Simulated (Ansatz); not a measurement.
BeS (NiAs type, P6_3/mmc), PBE (plane waves, PAW; program Ansatz), all energies at zero smearing, with the estimated change up to a 700 eV cutoff added, with one set of potentials and settings (totals compare only within such a set). Cell of 4 atoms (2 Be, 2 S): -1991.857 eV.

| element | reference phase | E (eV/atom) |
|---|---|---|
| Be | P6_3/mmc, 2 atoms in the cell | -92.7621 |
| S | Fddd, 32 atoms in the cell | -902.0602 |

Formation energy per atom, worked out: (-1991.857 − 2×(-92.7621) − 2×(-902.0602))/4 = -0.553 eV/atom (-53 kJ per mol of atoms), at 0 K, without zero-point energy or fitted corrections.

The start of the workflow was typed in or built on a structure type; neither database checked (COD, Materials Project) lists it. COD files the formula under space group No. 216, so this cell is another polymorph or a model. Whether it is the stable phase at ambient conditions was not checked. The PBE relaxation kept the symmetry of its start; its stability against distortions is not shown here. The references are the lowest solids computed at this level, not always the standard phases.

Potentials: the earlier of the program's two PAW sets.
